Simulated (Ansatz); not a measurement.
Ir: energy along a strain

Ir, P6_3/mmc, a = 2.751 Å, c = 4.462 Å (as given, not relaxed at this level: -12.5 GPa). This isn't the element's structure at ambient conditions. Ansatz: PBEsol, PAW, 420 eV, Γ-centred 18×18×12 mesh on 2 atoms, Gaussian smearing 0.15 eV; no spin polarisation. Cell vectors (Å): 2.751 0.000 0.000; -1.376 2.383 0.000; 0.000 0.000 4.462. The cell is strained by x per cent times the pattern (0 0 0 0 0 1) in the order xx yy zz yz xz xy (engineering shears), with fractional coordinates held. y is the free energy over the start, V0 = 14.627 Å³/atom. Symmetry makes y even in x. Points with a strain past 8.5 % were computed too (4) and aren't used here.

```tsv
x (%)	y (meV/atom)
-7.50	48.25
0.00	0.00
1.87	3.01
3.75	?
5.62	27.12
```

Question: Fit y = c2 x² + c4 x⁴ to the other rows, get the stiffness along the pattern, and predict the missing energy.

Answer: Least squares on the rows shown. y = 0.85984 x² − 3.6737×10⁻⁵ x⁴. The clamped-ion stiffness p·C·p = 2 × 8.598 eV × 160.2 / 14.627 Å³ = 188 GPa, which is C66 in these axes (second derivative at the start, which stands under stress). At x = 3.75 the fit asked for gives 12.08 meV/atom. The run gave 12.08 meV/atom, the same to the digits shown.

Spin–orbit coupling is left out, which can shift energies with elements as heavy as these.